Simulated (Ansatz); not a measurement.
# Calculated 177Hf nuclear quadrupole resonance for Hf

Cell: an entry of the Crystallography Open Database (COD), whose atoms a relaxation with PBE at fixed cell left in place.

```
Hf
1.0
     3.19670    0.00000    0.00000
    -1.59835    2.76842    0.00000
     0.00000    0.00000    5.05780
Hf
2
Direct
  0.33333 0.66667 0.25000
  0.66667 0.33333 0.75000
```

Atoms are numbered from 1 in the order listed; like atoms form one site, named after its first atom.

The numbers come from a DFT calculation in Ansatz (PBE, plane waves and PAW, scalar-relativistic, 420 eV cutoff, Γ-centred 12×12×7 k-points, Fermi–Dirac smearing 0.05 eV).

177Hf: I = 7/2, Q = 3365 mb (year-2017 value). Static lattice, zero field.

(1) The simulated lines lie at 53.2, 106.4, 159.5 MHz. What are |C_Q|, η and |V_zz| at Hf?

## Answers

(1) For I = 7/2 and η = 0 the lines are |C_Q|/14 times 1, 2 and 3; η shifts the lowest up most. Here |C_Q| = 744 MHz, η = 0.00 and |V_zz| = 9.15 × 10²¹ V/m². The calculation gives V_zz positive; the lines don't show the sign. The site has 12 Hf at 3.13–3.20 Å.

An axis of threefold or higher order runs through Hf, so V_zz lies along it and η is zero.

The run finds no gap above 0.1 eV (a metal, or nearly one), so the gradients can move by 10 % or more with the k-mesh. Without spin–orbit coupling the gradients at and beside Hf can be off by some per cent, at some sites by more.
